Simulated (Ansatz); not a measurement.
Values for one crystal, relaxed and computed with r²SCAN in the plane-wave PAW code Ansatz; other levels are named.

| Property | Value |
|---|---|
| Volume per atom | 13.44 Å³ |
| Electronic character | metallic (no gap) |
| Formation energy from the elements (no fitted shifts) | -0.37 eV/atom |
| Density of states at the Fermi level | 0.74 states/eV per atom (mean over ±0.08 eV) |

Question: Which compound is it?
(A) ScRhN2, R-3m (Sc on 3b, Rh on 3a, N on 6c)
(B) HfScTaN3, P3m1 (Pearson symbol hP6)
(C) ScPd3C, anti-perovskite
(D) SnMo2N, P6_3/mmc (Sn on 2d, Mo on 4f, N on 2a)

Answer: A, ScRhN2, R-3m (Sc on 3b, Rh on 3a, N on 6c)

The start of the workflow was typed in or built on a structure type; neither database checked (COD, Materials Project) lists it. Whether it is the stable phase at ambient conditions was not checked. The cell was relaxed with r²SCAN under the symmetry of its start; whether a distortion lowers the energy is not shown. Magnetic state: ferromagnetic, the only order run, not a proven ground state. Other orbital occupations within this spin state were not tried. No Hubbard U is applied. The references are the lowest solids computed at this level, not always the standard phases (solids in place of the gases). Scalar-relativistic: spin–orbit coupling is off unless named, which matters more the heavier the elements.

Potentials: the earlier of the program's two PAW sets.
